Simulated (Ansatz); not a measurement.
Data:

Li3Pb:
```xyz
4
Lattice="0.0000 3.2452 3.2452 3.2452 0.0000 3.2452 3.2452 3.2452 0.0000" Properties=species:S:1:pos:R:3 pbc="T T T"
Pb     0.0000     0.0000     0.0000
Li     3.2452     3.2452     3.2452
Li     1.6226     1.6226     1.6226
Li     4.8677     4.8677     4.8677
```

This is the LDA-relaxed structure.

Task: All from LDA (plane waves, PAW; program Ansatz), unless another level is named. Give the formation energy from the elements (no fitted shifts).

Result: -0.39 eV/atom.

Task: Predict the density of states at the Fermi level.

Result: 0.31 states/eV per atom (mean over ±0.08 eV).

Space group Fm-3m. The workflow started from an entry of the Crystallography Open Database (COD). Its standing as an ambient phase is unchecked. The LDA relaxation kept the symmetry of its start; of distortions, only those at the zone centre were tested. The references are the lowest solids computed at this level, not always the standard phases. Spin–orbit coupling is left out wherever it is not named.

Potentials: the later of the program's two PAW sets.
